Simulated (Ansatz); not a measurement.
C in space group P4_2/ncm (No. 138; C on 8i, C on 4b), PBE in the plane-wave PAW code Ansatz. The conduction-band minimum lies on the A–Z line, 75 % of the way from A, with 4 equivalent valleys. Second derivatives d²E/dk² of the lowest band at one valley (eV·Å²), along Cartesian directions:

```tsv
direction	d²E/dk²
[100]	16.12
[010]	16.12
[001]	13.52
[110]	14.98
[101]	14.82
[011]	14.82
```

### Question
Find the principal effective masses, the density-of-states mass and the conductivity mass.

### Answer
Off-diagonal terms follow from H_xy = H[110] − (H_xx + H_yy)/2, and m*/mₑ = 7.620 eV·Å² over each eigenvalue: 0.44, 0.51, 0.56. One valley's DOS mass (m₁m₂m₃)^(1/3) = 0.50, conductivity mass 3/(Σ 1/mᵢ) = 0.50 mₑ.

### Question
What effective density of states Nc follows at 300 K for parabolic valleys?

### Answer
Nc = 2.509e19 × 4 × (0.50)^(3/2) ≈ 3.5e19 cm⁻³.

The start of the workflow was typed in or built on a structure type; neither database checked (COD, Materials Project) lists it. It is not the phase usual at ambient conditions (space group No. 194, 227). The PBE relaxation kept the symmetry of its start; whether a distortion lowers the energy is not shown.

Potentials: the earlier of the program's two PAW sets.

Edges and masses are those of Kohn–Sham bands, whose gap is no quasiparticle gap.
